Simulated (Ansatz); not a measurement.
The relaxed structure here is a generated cell of TiC: the first start was made by placing the elements on the sites of a structure type, and the end was not matched to a known phase here, so it may be hypothetical. Known forms of TiC include space group No. 225.

A relaxed cell of TiC (Pmma (No. 51)), relaxed on a k-mesh at least as fine as the one used below. These are r2SCAN (plane waves to 500 eV, PAW, scalar-relativistic; Ansatz, a quantum-chemistry and plane-wave program) values and carry that method's errors. Γ-centred k-mesh 11×11×12 on the run's cell (coarser than for final values), Fermi–Dirac smearing 0.05 eV.

```xyz
8
Lattice="10.7922 0.0000 0.0000 5.3961 2.8874 0.0000 0.0000 0.0000 2.7754" Properties=species:S:1:pos:R:3 pbc="T T T"
Ti     1.3490     0.0000     0.6630
Ti     6.7451     0.0000     0.6630
Ti     4.0471     0.0000     2.1124
Ti     9.4431     0.0000     2.1124
C     13.4902     1.4437     1.3877
C      8.0941     1.4437     1.3877
C     10.7922     1.4437     1.3877
C      5.3961     1.4437     1.3877
```

The atoms are displaced along an unstable phonon of this cell by (Å):

| atom | ux | uy | uz |
|---|---|---|---|
| Ti1 | 0.000 | 0.000 | 0.000 |
| Ti2 | 0.000 | 0.000 | 0.000 |
| Ti3 | 0.000 | 0.000 | 0.000 |
| Ti4 | 0.000 | 0.000 | 0.000 |
| C5 | 0.067 | 0.000 | -0.125 |
| C6 | -0.067 | 0.000 | 0.125 |
| C7 | 0.071 | 0.000 | 0.132 |
| C8 | -0.071 | 0.000 | -0.132 |

**Question.** What forces (eV/Å) and pressure result?

**Answer.** 
```
atom     Fx     Fy     Fz
----  -----  -----  -----
Ti1    0.00   0.00   0.11
Ti2    0.00   0.00   0.11
Ti3    0.00   0.04  -0.06
Ti4    0.00  -0.04  -0.06
C5     0.15   0.00  -0.19
C6     0.00   0.00   0.14
C7     0.00   0.00   0.14
C8    -0.15   0.00  -0.20
```

Pressure -0.4 GPa.

The undisplaced cell is probably no minimum: from this displacement the run went on to Cmmm (No. 65), 0.51 eV/atom below it.

No spin polarisation in the result.
